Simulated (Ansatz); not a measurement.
Polymorphs of Sb2Au, each relaxed with plane-wave PAW PBEsol (Ansatz code):

A: fluorite or antifluorite type (Fm-3m)
a = b = c = 6.774 Å, α = β = γ = 90.00°

```tsv
atom	site	symmetry	x	y	z
Au	4a	m-3m	0.0000	0.0000	0.0000
Sb	8c	-43m	0.2500	0.2500	0.2500
```

B: Pa-3
a = b = c = 6.674 Å, α = β = γ = 90.00°

```tsv
atom	site	symmetry	x	y	z
Sb	8c	.3.	0.3751	0.3751	0.3751
Au	4a	.-3.	0.0000	0.0000	0.0000
```

Problem. Rank these by energy per atom at 0 K (lowest first), as PBEsol gives it.

Solution. B (+0 meV/atom), A (+151 meV/atom)

Standing as an ambient phase not checked: A; B. Unstable at this level: A. All cells were relaxed under the symmetry of their starts (and spin orders); stability against distortions was not tested throughout. Spin–orbit coupling is left out wherever it is not named.

Energies hold the estimated change up to a 700 eV cutoff; steps of a few meV lie near the error of the meshes.

Potentials: the later of the program's two PAW sets.
